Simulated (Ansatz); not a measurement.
An Ansatz (a first-principles code) run. Input:

Ansatz 0.2 input:
```yaml
crystal:
  lattice:
    - [8.3733794066, 0.0, 0.0]
    - [-4.1866897033, 7.2515592817, 0.0]
    - [0.0, 0.0, 6.2883814359]
  atoms:
    - { symbol: Y, position: [0.0, 0.7565844297, 0.75] }
    - { symbol: Y, position: [0.0, 0.2434155703, 0.25] }
    - { symbol: Y, position: [0.2434155703, 0.0, 0.25] }
    - { symbol: Y, position: [0.7565844297, 0.0, 0.75] }
    - { symbol: Y, position: [0.2434155703, 0.2434155703, 0.75] }
    - { symbol: Y, position: [0.7565844297, 0.7565844297, 0.25] }
    - { symbol: Y, position: [0.3333333333, 0.6666666667, 0.5] }
    - { symbol: Y, position: [0.6666666667, 0.3333333333, 0.5] }
    - { symbol: Y, position: [0.6666666667, 0.3333333333, 0.0] }
    - { symbol: Y, position: [0.3333333333, 0.6666666667, 0.0] }
    - { symbol: Si, position: [0.3948244466, 0.0, 0.75] }
    - { symbol: Si, position: [0.6051755534, 0.0, 0.25] }
    - { symbol: Si, position: [0.3948244466, 0.3948244466, 0.25] }
    - { symbol: Si, position: [0.6051755534, 0.6051755534, 0.75] }
    - { symbol: Si, position: [0.0, 0.3948244466, 0.75] }
    - { symbol: Si, position: [0.0, 0.6051755534, 0.25] }
kpoints:
  mp_grid: { grid: [4, 4, 5] }
  band_path:
    path:
      - [[0.0, 0.0, 0.0], [0.5, 0.0, 0.0], [0.3333333333, 0.3333333333, 0.0], [0.0, 0.0, 0.0], [0.0, 0.0, 0.5], [0.5, 0.0, 0.5], [0.3333333333, 0.3333333333, 0.5], [0.0, 0.0, 0.5]]  # Γ-M-K-Γ-A-L-H-A
      - [[0.5, 0.0, 0.5], [0.5, 0.0, 0.0]]  # L-M
      - [[0.3333333333, 0.3333333333, 0.5], [0.3333333333, 0.3333333333, 0.0]]  # H-K
    npoints: 8
basis: { xc_grid: 2 }
hamiltonian:
  xc: pbesol
  pseudopotentials: { kind: paw }
magnetization: { noncollinear: true, spin_orbit: true }
scf:
  n_extra_bands: 32
  convergence: { dr2_threshold: 0.0000000001 }
  occupations: { method: gaussian, width: 0.05 }
output: { eigenvalues: true }
```

Output (shortened):

```
Pseudopotential: Y, paw_fr, valence charge 11
Pseudopotential: Si, paw_fr, valence charge 4
Functional definition: PBEsol
non-collinear run that drives no moment, with spin-orbit …
Crystal: 16 atoms, lattice volume = 381.831 Å³
Basis set: ecut = 420 eV, 7497 PW (Γ), exchange–correlation on 120×120×90 points (8 copies of the dense FFT grid, shifted against one another)
Bands: 166, of which v1, the nominal top of the filled ones, is band 134 counted from 1 (133 counted from 0)
Symmetry: 24 space group operations + 24 with time reversal
k-points: 12 of 80
Projection manifold: j_resolved (fully-relativistic pseudo-atomic orbitals)
SCF iter   1: F=—  HF=-41699.908331 eV  |F-HF|=—  |Δ(HF+E_count)|=         —  Δρ=2.22e-2  dr2=2.74e0  dr2_m=0.00e0 (ungated)  ethr=3.10e-3  |M|=0.00e0 ∫|m|=0.00e0 μB  |m|>n=0.0e0 m-floor=0.0e0 τ_xc=0.0e0  β_m=0.30  ⟨swp⟩=5.9  Hψ=5274  notcnv=0  defer=4
preconditioner: auto → Kerker (q_TF=auto, 2.291 Å⁻¹)
spin=Noncollinear: Kerker preconditioning applied to the charge; magnetization (m_x, m_y, m_z) channels mix plain (no charge-response kernel on spin).
SCF iter   2: F=—  HF=-41699.565052 eV  |F-HF|=—  |Δ(HF+E_count)|=   3.43e-1  Δρ=1.73e-2  dr2=1.62e0  dr2_m=0.00e0 (ungated)  ethr=2.05e-3  |M|=0.00e0 ∫|m|=0.00e0 μB  |m|>n=0.0e0 m-floor=0.0e0 τ_xc=0.0e0  β_m=0.65  ⟨swp⟩=1.0  Hψ=1152  notcnv=0  defer=16
SCF iter   3: F=—  HF=-41699.094813 eV  |F-HF|=—  |Δ(HF+E_count)|=   4.70e-1  Δρ=2.16e-3  dr2=1.96e-2  dr2_m=0.00e0 (ungated)  ethr=1.21e-3  |M|=0.00e0 ∫|m|=0.00e0 μB  |m|>n=0.0e0 m-floor=0.0e0 τ_xc=0.0e0  β_m=0.82  ⟨swp⟩=2.1  Hψ=1257  notcnv=0  defer=22
SCF iter   4: F=—  HF=-41699.090356 eV  |F-HF|=—  |Δ(HF+E_count)|=   4.46e-3  Δρ=4.02e-4  dr2=9.27e-4  dr2_m=0.00e0 (ungated)  ethr=1.46e-5  |M|=0.00e0 ∫|m|=0.00e0 μB  |m|>n=0.0e0 m-floor=0.0e0 τ_xc=0.0e0  β_m=0.91  ⟨swp⟩=2.5  Hψ=1649  notcnv=0  defer=256
SCF iter   5: F=—  HF=-41699.090211 eV  |F-HF|=—  |Δ(HF+E_count)|=   1.46e-4  Δρ=1.09e-4  dr2=9.54e-5  dr2_m=0.00e0 (ungated)  ethr=6.91e-7  |M|=0.00e0 ∫|m|=0.00e0 μB  |m|>n=0.0e0 m-floor=0.0e0 τ_xc=0.0e0  β_m=0.95  ⟨swp⟩=2.0  Hψ=1165  notcnv=0  defer=256
SCF iter   6: F=—  HF=-41699.090187 eV  |F-HF|=—  |Δ(HF+E_count)|=   2.39e-5  Δρ=2.29e-5  dr2=4.69e-6  dr2_m=0.00e0 (ungated)  ethr=7.12e-8  |M|=0.00e0 ∫|m|=0.00e0 μB  |m|>n=0.0e0 m-floor=0.0e0 τ_xc=0.0e0  β_m=0.98  ⟨swp⟩=2.0  Hψ=1079  notcnv=0  defer=256
SCF iter   7: F=—  HF=-41699.089631 eV  |F-HF|=—  |Δ(HF+E_count)|=   5.56e-4  Δρ=5.17e-6  dr2=1.37e-7  dr2_m=0.00e0 (ungated)  ethr=3.50e-9  |M|=0.00e0 ∫|m|=0.00e0 μB  |m|>n=0.0e0 m-floor=0.0e0 τ_xc=0.0e0  β_m=0.99  ⟨swp⟩=2.0  Hψ=1201  notcnv=0  defer=256
SCF iter   8: F=—  HF=-41699.089631 eV  |F-HF|=—  |Δ(HF+E_count)|=   4.89e-9  Δρ=9.10e-7  dr2=4.47e-9  dr2_m=0.00e0 (ungated)  ethr=1.02e-10  |M|=0.00e0 ∫|m|=0.00e0 μB  |m|>n=0.0e0 m-floor=0.0e0 τ_xc=0.0e0  β_m=0.99  ⟨swp⟩=2.0  Hψ=1167  notcnv=0  defer=256
SCF iter  10: F=-41699.089631 eV  HF=-41699.089631 eV  |F-HF|=2.18e-11  |Δ(HF+E_count)|=  3.64e-11  Δρ=4.04e-8  dr2=7.86e-12  dr2_m=0.00e0 (ungated)  ethr=1.00e-12  |M|=0.00e0 ∫|m|=0.00e0 μB  |m|>n=0.0e0 m-floor=0.0e0 τ_xc=0.0e0  ⟨swp⟩=10.7  Hψ=3121  notcnv=0
SCF 1 converged in 10 iterations: F = -41699.089631 eV  dr2 = 7.86e-12
NSCF: frozen V_eff on 75 k-points
SCF converged after 10 iterations
Magnetization: |M| = 0.0000 μB,  M = (+0.0000, +0.0000, +0.0000) μB
Absolute magnetization: 0.0000 μB (∫|m|)
  site 0: m = (+0.0000, +0.0000, +0.0000) μB, |m| = 0.0000 μB  (R = 1.19 Å)
  site 1: m = (+0.0000, +0.0000, +0.0000) μB, |m| = 0.0000 μB  (R = 1.19 Å)
  site 2: m = (+0.0000, +0.0000, +0.0000) μB, |m| = 0.0000 μB  (R = 1.19 Å)
  site 3: m = (+0.0000, +0.0000, +0.0000) μB, |m| = 0.0000 μB  (R = 1.19 Å)
  site 4: m = (+0.0000, +0.0000, +0.0000) μB, |m| = 0.0000 μB  (R = 1.19 Å)
  site 5: m = (+0.0000, +0.0000, +0.0000) μB, |m| = 0.0000 μB  (R = 1.19 Å)
  site 6: m = (+0.0000, +0.0000, +0.0000) μB, |m| = 0.0000 μB  (R = 1.24 Å)
  site 7: m = (+0.0000, +0.0000, +0.0000) μB, |m| = 0.0000 μB  (R = 1.24 Å)
  site 8: m = (+0.0000, +0.0000, +0.0000) μB, |m| = 0.0000 μB  (R = 1.24 Å)
  site 9: m = (+0.0000, +0.0000, +0.0000) μB, |m| = 0.0000 μB  (R = 1.24 Å)
  site 10: m = (+0.0000, +0.0000, +0.0000) μB, |m| = 0.0000 μB  (R = 1.19 Å)
  site 11: m = (+0.0000, +0.0000, +0.0000) μB, |m| = 0.0000 μB  (R = 1.19 Å)
  site 12: m = (+0.0000, +0.0000, +0.0000) μB, |m| = 0.0000 μB  (R = 1.19 Å)
  site 13: m = (+0.0000, +0.0000, +0.0000) μB, |m| = 0.0000 μB  (R = 1.19 Å)
  site 14: m = (+0.0000, +0.0000, +0.0000) μB, |m| = 0.0000 μB  (R = 1.19 Å)
  site 15: m = (+0.0000, +0.0000, +0.0000) μB, |m| = 0.0000 μB  (R = 1.19 Å)
Free energy (F): -41699.089631 eV
Harris-Foulkes:  -41699.089631 eV  (|F-HF|=2.18e-11)
Internal energy: -41699.075110 eV  (E = F + TS)
E sigma→0 (E₀):  -41699.082370 eV
Entropy (-TS):   -0.014521 eV (-0.908 meV/atom)
Fermi energy:    10.118530 eV
--- Per-component energies (eV) ---
  E_band       = -978.482011
  E_kinetic    = 3301.399211
  E_local      = -5982.585736  (includes V_loc(G=0)·N_el)
  E_nonlocal   = 666.764726
  E_hartree    = 1934.935387
  E_xc         = -2053.886438
  E_vxc        = -2274.061352  (∫ρ·V_xc dr)
  E_paw        = -30733.513826  (= ΣΔE_a)
  E_vpaw       = -559.869711  (= ΣTr[D̂ρ^β])
  E_aug_tail   = 0.000068  (compensation charges beyond the density's cutoff)
  E_ewald      = -8833.872016
  E_core_change = 1.683515  (= ΣΔE_core)
  E_smearing   = -0.014521  (= −TS)
  E_closure    =  0.000000  (closes the sum)
  Σ components = -41699.089631   (vs F -41699.089631, Δ=0.00e0)
  [band-id]    e_kinetic+e_local+e_nonlocal+2·e_hartree+e_vxc+e_vpaw+e_augmentation_tail = -978.482020   (vs E_band -978.482011, Δ=-8.56e-6)
--- Band table (eV; the first three rows and the last of 12) ---
  k-point 0: bands = ["-32.0995", "-32.0995", "-32.0632", "-32.0632", "-32.0621", "-32.0621", "-32.0621", "-32.0621", "-32.0495", "-32.0495", "-32.0495", "-32.0495", "-32.0282", "-32.0282", "-32.0182", "-32.0182", "-31.9234", "-31.9234", "-31.9228", …
  k-point 1: bands = ["-32.0953", "-32.0953", "-32.0662", "-32.0662", "-32.0608", "-32.0608", "-32.0608", "-32.0608", "-32.0507", "-32.0507", "-32.0507", "-32.0507", "-32.0182", "-32.0182", "-32.0100", "-32.0100", "-31.9330", "-31.9330", "-31.9330", …
  k-point 2: bands = ["-32.0854", "-32.0854", "-32.0744", "-32.0744", "-32.0577", "-32.0577", "-32.0577", "-32.0577", "-32.0538", "-32.0538", "-32.0538", "-32.0538", "-31.9921", "-31.9921", "-31.9874", "-31.9874", "-31.9596", "-31.9596", "-31.9579", …
  k-point 11: bands = ["-32.0807", "-32.0807", "-32.0723", "-32.0723", "-32.0614", "-32.0614", "-32.0596", "-32.0596", "-32.0555", "-32.0555", "-32.0554", "-32.0554", "-31.9899", "-31.9899", "-31.9880", "-31.9880", "-31.9589", "-31.9589", "-31.9582", …
```

Cost: very roughly 20 core-minutes on shared cores.

Space group P6_3/mcm. The first step of the workflow began from a Materials Project structure, measured or hypothetical; the Crystallography Open Database copy checked does not list it. Its standing as an ambient phase is unchecked. Symmetry was held in the PBEsol relaxation; its stability against distortions is not shown here. The run is not spin-polarised.

Potentials: the later of the program's two PAW sets.

Ansatz is a plane-wave DFT program.
